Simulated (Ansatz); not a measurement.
AlCo:
```xyz
2
Lattice="0.0000 2.3939 2.3939 2.3939 0.0000 2.3939 2.3939 2.3939 0.0000" Properties=species:S:1:pos:R:3 pbc="T T T"
Co     0.0000     0.0000     0.0000
Al     2.3939     2.3939     2.3939
```

Relaxed with PBE. Special points in fractions of this cell's reciprocal vectors: Γ (0.000, 0.000, 0.000); X (0.500, 0.000, 0.500); U (0.625, 0.250, 0.625); K (0.375, 0.375, 0.750); L (0.500, 0.500, 0.500); W (0.500, 0.250, 0.750).

Problem. List the band energies nearest the Fermi level at these points for the program Ansatz at the PBE level (PAW).

Solution. In eV from the Fermi level; about four levels below and three above (degenerate sets whole), none deeper than 8.9 eV; points with the same levels are listed once.

| k | below | above |
|---|---|---|
| Γ | -1.41 -1.41 -1.41 -1.26 -1.26 | 7.28 7.28 7.28 |
| X | -2.44 -0.88 -0.33 -0.33 | 0.67 2.06 2.06 |
| U | -3.09 -1.37 -0.45 -0.29 | 0.24 1.02 3.47 |
| L | -1.91 -1.91 -0.53 -0.53 | 0.17 7.19 7.19 |
| W | -2.90 -2.90 -1.98 -0.33 | 0.15 0.52 0.52 |

Space group Fm-3m (rock salt). The start of the workflow was typed in or built on a structure type; neither database checked (COD, Materials Project) lists it. Whether it is the stable phase at ambient conditions was not checked. The PBE relaxation kept the symmetry of its start; whether a distortion lowers the energy is not shown. The workflow began spin-polarised and lost its moments. Its formation energy is positive at this level, so the cell may be metastable or incomplete.

Potentials: the earlier of the program's two PAW sets.
